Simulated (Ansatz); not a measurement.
input.yaml (Ansatz)

```yaml
crystal:
  lattice:
    - [7.49908456, 0.0, 0.0]
    - [-3.74954228, 6.494397734, 0.0]
    - [0.0, 0.0, 4.4664799507]
  atoms:
    - { symbol: K, position: [1.0, 1.0, 0.0] }
    - { symbol: K, position: [0.3333333333, 0.6666666667, 0.5] }
    - { symbol: K, position: [0.6666666667, 0.3333333333, 0.5] }
hamiltonian:
  xc: lda
  pseudopotentials:
    kind: paw
    azcp:
      K: "pseudopotentials/K.paw.azcp"
basis:
  ecutwfc: 420
  fft_grid_basis: typed
kpoints:
  mp_grid: { grid: [6, 6, 8], shift: [0, 0, 0] }
magnetization:
  spin_polarized: false
scf:
  occupations: { method: fermi_dirac, width: 0.1 }
  lower_state_search: "off"
output:
  stress: true
```

and its output:

```
Warning: the record states the generating functional pbe (its physics header spells it `PBE`), which answers neither for hamiltonian.xc's functional nor for the lda family's — results may be inconsistent (PPs are generated against a specific XC)
Engine: ansatz 0.2.0, aarch64-unknown-linux-gnu
Pseudopotentials: kind: paw
Pseudopotential: K, paw, valence charge 9, recommended cutoff 420 eV (normal) 
Functional definition: SPW92
  exchange = slater_x
  correlation = pw_c
Crystal: 3 atoms, lattice volume = 217.527 Å³
Basis set: ecut = 420 eV, 4287 PW (Γ)
Bands: 18, of which v1, the nominal top of the filled ones, is band 14 counted from 1 (13 counted from 0)
Symmetry: 24 space group operations
Space group: P6/mmm (ITA 191), of the structure as read, at distance tolerance 6.0e-5 Å
k-points: 35 of 288
Non-local potential: K, projectors of the file, l = 0: 3, l = 1: 2, l = 2: 2
PAW form: soft (Blöchl's): semilocal exchange-correlation on the pseudo side does not see the compensation charge
PAW frozen core: K, regenerated for the run's functional, and the local potential with it (the file was generated under x = pbe(κ = 0.804, μ = 0.2195149727645171), c = pbe(β = 0.06672455060314922))
PAW one-centre angular grid: K, 110 points (default); XC on 64 Gauss nodes
Initial density: superposition of atomic densities (neutral atoms: chi_scale 0, normalization atom), corrected by the library's trained network
Initial wavefunctions: pseudopotential atomic-orbital guess
Functional: x = slater, c = lda
SCF iter   1: F=—  HF=-4488.727832 eV  |F-HF|=—  |Δ(HF+E_count)|=         —  Δρ=3.20e-3  dr2=7.29e-3  ethr=1.77e-3  ⟨swp⟩=6.5  Hψ=3405  notcnv=0
SCF iter   2: F=—  HF=-4488.727310 eV  |F-HF|=—  |Δ(HF+E_count)|=   5.21e-4  Δρ=1.75e-3  dr2=2.38e-3  ethr=2.70e-5  ⟨swp⟩=1.3  Hψ=921  notcnv=0
SCF iter   3: F=—  HF=-4488.727086 eV  |F-HF|=—  |Δ(HF+E_count)|=   2.24e-4  Δρ=1.38e-4  dr2=4.60e-5  ethr=8.81e-6  ⟨swp⟩=2.0  Hψ=763  notcnv=0
SCF iter   4: F=—  HF=-4488.727085 eV  |F-HF|=—  |Δ(HF+E_count)|=   9.14e-7  Δρ=3.71e-5  dr2=8.05e-6  ethr=1.70e-7  ⟨swp⟩=2.1  Hψ=755  notcnv=0
SCF iter   5: F=—  HF=-4488.727087 eV  |F-HF|=—  |Δ(HF+E_count)|=   2.05e-6  Δρ=1.41e-5  dr2=1.25e-6  ethr=2.98e-8  ⟨swp⟩=1.9  Hψ=686  notcnv=0
SCF iter   6: F=-4488.727087 eV  HF=-4488.727087 eV  |F-HF|=8.57e-9  |Δ(HF+E_count)|=   2.73e-7  Δρ=3.82e-6  dr2=6.84e-8  ethr=3.70e-10  ⟨swp⟩=3.0  Hψ=2317  notcnv=0
SCF 1 converged in 6 iterations: F = -4488.727087 eV  dr2 = 6.84e-8
SCF converged after 6 iterations
Free energy (F): -4488.727087 eV
Harris-Foulkes:  -4488.727087 eV  (|F-HF|=8.57e-9)
Internal energy: -4488.648367 eV  (E = F + TS)
E sigma→0 (E₀):  -4488.687727 eV
Entropy (-TS):   -0.078719 eV (-26.240 meV/atom)
Fermi energy:    1.627654 eV
--- Per-component energies (eV) ---
  E_band       = -429.533711
  E_kinetic    = 754.949209
  E_local      = -2263.189294  (includes V_loc(G=0)·N_el)
  E_nonlocal   = 47.142544
  E_hartree    = 803.536696
  E_xc         = -393.761114
  E_vxc        = -483.836844  (∫ρ·V_xc dr)
  E_paw        = -2228.133339  (= ΣΔE_a)
  E_vpaw       = -91.670716  (= ΣTr[D̂ρ^β])
  E_aug_tail   = -0.000009  (compensation charges beyond the density's cutoff)
  E_ewald      = -1209.965559
  E_core_change = 0.772500  (= ΣΔE_core)
  E_smearing   = -0.078719  (= −TS)
  E_closure    = 0.000000  (closes the sum)
  Σ components = -4488.727087   (vs F -4488.727087, Δ=0.00e0)
--- Stress (GPa, compression-positive) ---
       -0.403231      -0.000000       0.000000
        0.000000      -0.403231      -0.000000
        0.000000      -0.000000      -0.380296
  P = ⅓ Tr σ = -0.3956 GPa (-3.956 kbar)
```

Launched by

```sh
ansatz run input.yaml --threads 2 --pin off --max-ram 5120MiB --backend cpu --events-out ev --progress --plain --runs-dir out
```

On 2 threads of Arm Neoverse V2 (shared host) this took about 2.8 s of wall time and 5.5 s of CPU time.
